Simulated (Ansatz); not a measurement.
Polymorphs of GaP, each relaxed with PBEsol in the plane-wave PAW code Ansatz:

A: CsCl type (Pm-3m)
a = 3.162 Å, b = 3.162 Å, c = 3.162 Å, α = 90.00°, β = 90.00°, γ = 90.00°

```json
[
 {"atom": "Ga", "site": "1a", "symmetry": "m-3m", "x": "0.0000", "y": "0.0000", "z": "0.0000"},
 {"atom": "P", "site": "1b", "symmetry": "m-3m", "x": "0.5000", "y": "0.5000", "z": "0.5000"}
]
```

B: zinc blende (F-43m)
a = 5.439 Å, b = 5.439 Å, c = 5.439 Å, α = 90.00°, β = 90.00°, γ = 90.00°

| atom | site | symmetry | x | y | z |
|---|---|---|---|---|---|
| Ga | 4a | -43m | 0.0000 | 0.0000 | 0.0000 |
| P | 4c | -43m | 0.2500 | 0.2500 | 0.2500 |

Question: Order them by energy per atom at 0 K (lowest first) at the level PBEsol.

Answer: B (+0 meV/atom), A (+668 meV/atom)

Question: Give each one's gap.

Answer: A no gap; B 1.45 eV.

Constructed cells (a structure type filled with these elements, in neither database checked): A. Not the usual ambient phase: A. Unstable at this level: A. All cells were relaxed under the symmetry of their starts (and spin orders); stability against distortions was not tested throughout. Spin–orbit coupling is left out wherever it is not named.

Energies hold the estimated change up to a 700 eV cutoff; steps of a few meV lie near the error of the meshes.

Potentials: the earlier of the program's two PAW sets. The files were generated under PBE; for other functionals the program regenerates the frozen cores, and for LDA and PBEsol the local potential too.
